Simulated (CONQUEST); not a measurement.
A self-consistent single point of GeRh (Pnma, 8 atoms in the cell; from Materials Project mp-22239, changed as shown).

```
GeRh
1.0
    5.55925     0.00000     0.00000
    0.00000     3.22803     0.00000
    0.00000     0.00000     6.32835
Ge Rh
4 4
Direct
  0.80826   0.75000   0.43643
  0.19174   0.25000   0.56357
  0.69174   0.25000   0.93643
  0.30826   0.75000   0.06357
  0.99544   0.75000   0.79662
  0.00456   0.25000   0.20338
  0.50456   0.25000   0.29662
  0.49544   0.75000   0.70338
```

Method: CONQUEST with LDA (PW92), numerical atomic orbitals double-zeta with polarisation (the shipped basis), PseudoDojo norm-conserving potentials made for LDA.

CONQUEST settings:

```
key                                             value
---------------------  ------------------------------
basis                                             DZP
Diag.MPMeshX, Y, Z                              4 6 4
potentials             PseudoDojo norm-conserving LDA
Grid.GridCutoff                                175 Ha
DM.SolutionMethod                              diagon
Diag.kT                                   0.003675 Ha
Diag.GammaCentred                                true
minE.SCTolerance                              1.0e-06
SC.MaxIters                                       100
SC.LinearMixingFactor                             0.5
SC.KerkerPreCondition                            true
SC.KerkerFactor                            0.5 1/bohr
AtomMove.TypeOfRun                             static
```

Results:

* **Number of valence electrons**: 124
* **Number of bands**: 148
* **Number of k-points after the program's reduction**: 74
* **Size of the basis**: 148
* **Number of SCF iterations**: 15
* **FFT grid**: 64 × 40 × 72
* **Free energy E − TS**: -22484.4336 eV
* **Fermi level (on the code's own zero)**: -5.94 eV
* **Pressure**: 10.72 GPa
* **Largest force (vector length)**: 0.321 eV/Å

Forces (eV/Å):
| atom | Fx | Fy | Fz |
|---|---|---|---|
| Ge1 | -0.072 | 0.000 | -0.048 |
| Ge2 | 0.072 | 0.000 | 0.048 |
| Ge3 | 0.072 | 0.000 | -0.048 |
| Ge4 | -0.072 | 0.000 | 0.048 |
| Rh5 | -0.059 | 0.000 | 0.316 |
| Rh6 | 0.059 | 0.000 | -0.316 |
| Rh7 | 0.059 | 0.000 | 0.316 |
| Rh8 | -0.059 | 0.000 | -0.316 |

For comparison: a first run was changed to give this one (lattice scaled by 0.98), and from it to this one the free energy rises by 20.3 meV/atom, the pressure goes from -2.59 to 10.72 GPa and the largest force goes from 0.217 to 0.321 eV/Å.

The program uses no crystal symmetry, so grid and mesh can part values that symmetry would make equal. The atom-centred basis is finite, which shifts total energies, pressures and forces against plane waves. The structure comes from a collection of computed structures, made at another level of theory; the collection holds predicted forms beside known ones. No clean gap shows at this smearing width and mesh (spacing up to 0.32 Å⁻¹); the mesh is coarse for partly filled bands, so the values carry mesh errors.

Cost on one core: roughly 8 core-minutes.
